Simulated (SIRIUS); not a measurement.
Input and output of a self-consistent single point for AlGaN2 (P3m1, 4 atoms in the cell; from Materials Project mp-1228894, changed as shown) (SIRIUS).

All values come from this method and carry its errors: SIRIUS with LDA (PW92), FP-LAPW (LAPW with two local orbitals a valence shell; core below -3 Ha), all-electron full potential with ZORA scalar-relativistic valence and Dirac core.

The change in words: volume scaled by 1.02. Reference geometry (P3m1):
```yaml
crystal:
  lattice:
    - [3.14528, 0.00000, 0.00000]
    - [-1.57264, 2.72389, 0.00000]
    - [0.00000, 0.00000, 5.09689]
  atoms:
    - { symbol: Al, position: [0.00000, 0.00000, 0.99926] }
    - { symbol: Ga, position: [0.66667, 0.33333, 0.49717] }
    - { symbol: N, position: [0.66667, 0.33333, 0.11180] }
    - { symbol: N, position: [0.00000, 0.00000, 0.62816] }
```

Reference input (self-consistent single point, DFT, LDA (PW92), FP-LAPW (LAPW with two local orbitals a valence shell; core below -3 Ha), all-electron full potential with ZORA scalar-relativistic valence and Dirac core): parameters.ngridk = 6 6 4; basis = LAPW with two local orbitals a valence shell, core below -3 Ha; unit_cell.atom_type_rmt = {Al: 1.85, Ga: 1.97, N: 1.57} bohr; parameters.xc_functionals = [XC_LDA_X, XC_LDA_C_PW]; parameters.aw_cutoff = 7; parameters.pw_cutoff = 20 1/bohr; parameters.smearing = gaussian; parameters.smearing_width = 0.0001 Ha; parameters.electronic_structure_method = full_potential_lapwlo; parameters.lmax_apw = 8; parameters.lmax_rho = 8; parameters.lmax_pot = 8. This run's input differs from it in these lines:

```diff
@@ -36,5 +36,5 @@
     "lattice_vectors": [
-      [5.9437177853, 0.0, 0.0],
-      [-2.9718588926, 5.1474098731, 0.0],
-      [0.0, 0.0, 9.6317261873]
+      [5.9830826702, 0.0, 0.0],
+      [-2.9915422799, 5.1815005323, 0.0],
+      [0.0, 0.0, 9.6955176721]
     ],
```

The program printed (abridged):

```
[find] density tolerance         : 1e-06
[find] total energy tolerance    : 1e-07
[find] iter_solver_tol (initial) : 0.01
[find] iter_solver_tol (target)  : 1e-13
[find] num_dft_iter              : 100
Charges and magnetic moments
--------------------------------------------------------------------------------
atom      charge    core leakage
--------------------------------------------------------------------------------
   0   10.918170    0.000000e+00
   1   29.107786    0.000000e+00
   2    5.528758    0.000000e+00
   3    5.532454    0.000000e+00

total core leakage    : 0.00000000e+00
interstitial charge   : 6.912833
   [... lines left out ...]
[find]    3    5.903842    2.333615e-06
[find] total core leakage    : 1.04695620e-02
[find] interstitial charge   : 6.564054
[find] total charge          : 57.989530
[find] Energy
[find] smearing (-TS)                 :       0.00000000
[find] Total energy                   :   -2292.18597015 (Ha),   -4584.37194029 (Ry)
[find] Free energy (E-TS)             :   -2292.18597015 (Ha),   -4584.37194029 (Ry)
[find] band gap (eV)                  :       2.75256352
[find] Efermi                         :       0.25083599
[find] iteration : 17, RMS (target) : 4.4867e-07 (1.0000e-06) , energy difference (target) : -4.1837e-11 (1.0000e-07)
[find] converged after 18 SCF iterations!
Warning in function "check_num_electrons" at src/density/density.cpp:1179
wrong number of electrons
  obtained value : 57.9895
  target value : 58
  difference : 0.0104703
  total core leakage : 0.0104696
    atom class : 0, core leakage : 0.00310982
    atom class : 1, core leakage : 0.00735507
    atom class : 2, core leakage : 2.33992e-06
    atom class : 3, core leakage : 2.33361e-06
[find] Charges and magnetic moments
[find] atom      charge    core leakage
[find]    0   10.766100    3.109815e-03
[find]    1   28.827379    7.355073e-03
[find]    2    5.928155    2.339924e-06
[find]    3    5.903842    2.333615e-06
[find] total core leakage    : 1.04695620e-02
[find] interstitial charge   : 6.564054
[find] total charge          : 57.989530
[find] Energy
   [... lines left out ...]
[find] Free energy (E-TS)             :   -2292.18597015 (Ha),   -4584.37194029 (Ry)
[find] band gap (eV)                  :       2.75256352
   [... lines left out ...]
[find] Efermi                         :       0.25083599
[ground_state] ==== total Forces in Ha/bohr =====
[ground_state] atom:    0, force:      -0.0000000     -0.0000000      0.0003609
[ground_state] atom:    1, force:       0.0000000     -0.0000000      0.0003935
[ground_state] atom:    2, force:      -0.0000000     -0.0000000      0.0025700
[ground_state] atom:    3, force:       0.0000000      0.0000000     -0.0033154
```

The run converged in 18 iterations. Against the reference run the free energy goes up by 8.0 meV/atom, the largest force hardly changes (0.172 to 0.170 eV/Å) and the gap on the mesh goes from 2.899 to 2.753 eV.

The structure comes from a collection of computed structures, made at another level of theory; the collection holds predicted forms beside known ones. Values depend on the basis (sphere radii, cutoffs, local orbitals), which need not be converged.

Cost on one core: roughly 80 core-seconds.

The gap that the log prints is read on the run's mesh, which can miss the band edges or a crossing.
